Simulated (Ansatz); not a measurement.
# CaAg₂Ge₂ in Ansatz, settings compared

Launch command:

```bash
ansatz run input.yaml --threads 1 --pin off --max-ram 2560MiB --backend cpu --events-out ev --progress --plain --runs-dir out
```

input.yaml:

```yaml
crystal:
  lattice:
    - [0.0, 4.364211, 0.0]
    - [4.364211, 0.0, 0.0]
    - [2.182105, 2.182105, -5.508178]
  atoms:
    - { symbol: Ag, position: [0.75, 0.25, 0.5] }
    - { symbol: Ag, position: [0.25, 0.75, 0.5] }
    - { symbol: Ge, position: [0.389, 0.389, 0.222] }
    - { symbol: Ge, position: [0.611, 0.611, 0.778] }
    - { symbol: Ca, position: [0.0, 0.0, 0.0] }
  symmetry: { tolerance: 0.0003 }
kpoints:
  mp_grid: { grid: [5, 5, 5], shift: [0, 0, 0] }
magnetization:
  spin_polarized: false
scf:
  occupations: { method: fermi_dirac }
hamiltonian:
  pseudopotentials: { kind: paw }
  xc: r2scan
basis:
  ecutwfc: 500
output:
  forces: true
  stress: true
  eigenvalues: true
```

Origin of the cell: a database entry, scaled a little.

The smearing width isn't typed, so it takes its default of 0.1 eV.

Output of this run (shortened):

```
Pseudopotentials: kind: paw
Pseudopotential: Ag, paw, valence charge 19, recommended cutoff 500 eV (meta_gga), Ag.paw.azcp
Pseudopotential: Ge, paw, valence charge 14, recommended cutoff 500 eV (meta_gga), Ge.paw.azcp
Pseudopotential: Ca, paw, valence charge 10, recommended cutoff 500 eV (meta_gga), Ca.paw.azcp
Functional definition: r2SCAN
  exchange = r2scan_x(k0 = k0, k1 = k1, a1 = a1)
  correlation = r2scan_c
Crystal: 5 atoms, lattice volume = 104.911 Å³
Basis set: ecut = 500 eV, 2645 PW (Γ), exchange–correlation on 128×128×192 points (64 copies of the dense FFT grid, shifted against one another)
Bands: 46, of which v1, the nominal top of the filled ones, is band 38 counted from 1 (37 counted from 0)
Symmetry: 16 space group operations
[… 11 lines left out …]
Initial density: superposition of atomic densities (neutral atoms: chi_scale 0, normalization atom), corrected by the library's trained network
Functional: x = r2scan, c = r2scan; τ floored in thin density (d = 2e-4 eV/Å³)
SCF iter   1: F=—  HF=-25636.928342 eV  Δρ=8.46e-3  dr2=9.56e-2  dr2_τ=7.53e-3  defer=7
SCF iter   2: F=—  HF=-25636.958241 eV  Δρ=3.71e-3  dr2=1.37e-2  dr2_τ=1.30e-3  defer=25
SCF iter   3: F=—  HF=-25636.957192 eV  Δρ=1.63e-3  dr2=3.42e-3  dr2_τ=8.62e-5  defer=25
SCF iter   4: F=—  HF=-25636.956958 eV  Δρ=3.79e-4  dr2=1.66e-4  dr2_τ=1.16e-5  defer=25
SCF iter   5: F=—  HF=-25636.956995 eV  Δρ=1.64e-4  dr2=2.94e-5  dr2_τ=1.61e-6  defer=25
SCF iter   6: F=—  HF=-25636.956990 eV  Δρ=4.88e-5  dr2=2.89e-6  dr2_τ=1.15e-7  defer=25
SCF iter   7: F=—  HF=-25636.956991 eV  Δρ=1.03e-5  dr2=1.34e-7  dr2_τ=2.99e-9  defer=25
SCF iter   8: F=-25636.956991 eV  HF=-25636.956991 eV  Δρ=1.96e-6  dr2=6.01e-9  dr2_τ=1.36e-10
SCF 1 converged in 8 iterations: F = -25636.956991 eV  dr2 = 6.01e-9
SCF converged after 8 iterations
Free energy (F): -25636.956991 eV
Harris-Foulkes:  -25636.956991 eV  (|F-HF|=1.70e-9)
Internal energy: -25636.897364 eV  (E = F + TS)
E sigma→0 (E₀):  -25636.927178 eV
Entropy (-TS):   -0.059627 eV (-11.925 meV/atom)
Fermi energy:    11.402690 eV
--- Per-component energies (eV) ---
  E_band       = -1078.226029
  E_kinetic    = 1552.817564
  E_local      = -11401.286397  (includes V_loc(G=0)·N_el)
  E_nonlocal   = 1062.668000
  E_hartree    = 5034.403390
  E_xc         = -631.842621
  E_vxc        = -856.770292  (∫ρ·V_xc dr)
  E_paw        = -12774.074199  (= ΣΔE_a)
  E_vpaw       = -1562.437771  (= ΣTr[D̂ρ^β])
  E_aug_tail   = 0.000145  (compensation charges beyond the density's cutoff)
  E_vtau       = 57.973950  (kinetic-family band-sum trace: ∫τ·v_τ [+ j·A + Jᵃ·Aᵃ] dr)
  E_ewald      = -8476.172429
  E_core_change = -3.410818  (= ΣΔE_core)
  E_smearing   = -0.059627  (= −TS)
  Σ components = -25636.956991   (vs F -25636.956991, Δ=0.00e0)
--- Forces (eV/Å), atoms counted from 1 ---
  atom   1  Ag     0.000000     0.000000     0.000000
  atom   2  Ag    -0.000000    -0.000000    -0.000000
  atom   3  Ge     0.000000     0.000000     0.263612
  atom   4  Ge    -0.000000    -0.000000    -0.263612
  atom   5  Ca     0.000000     0.000000     0.000000
  max |Σ_I F_I| component: 0.0 eV/Å
--- Stress (GPa, compression-positive) ---
       -1.879450      -0.000000      -0.000000
       -0.000000      -1.879450      -0.000000
       -0.000000      -0.000000      -2.433594
  P = ⅓ Tr σ = -2.0642 GPa (-20.642 kbar)
```

The same input was run again with these changes:

1. `accuracy` default → medium
2. `basis.xc_grid` default → 1
3. `scf.mixing.preconditioner` default → none
4. `basis.ecutwfc` 500 → "450 eV"; `hamiltonian.hubbard` default → { sites: [{ species: Ag, l: d, u_eff: 5.0 }], double_counting: fll }

```
 run        end  SCF iterations  P (GPa)  max force component (eV/Å)  moment (μB)  ΔE(σ→0) (meV/atom)
base  converged               8    -2.06                       0.264            –                   0
   1  converged               8    -2.06                       0.264            –                0.00
   2  converged               8    -2.05                       0.258            –               -0.18
   3  converged               8    -2.06                       0.264            –                0.00
   4  converged              10    -0.52                       0.724            –                   –
```

Energies are compared only where functional, datasets, charge and starting cell are the same.

Caveats of the base run: the k mesh is coarse if the cell is a metal.

Run 4: the cutoff lies below the datasets' advice.

The base run ran for 6.3 s on 1 thread of Intel(R) Xeon(R) 6975P-C (Granite Rapids), with other jobs on the host, peak memory 0.69 GiB, from the program's own first density.
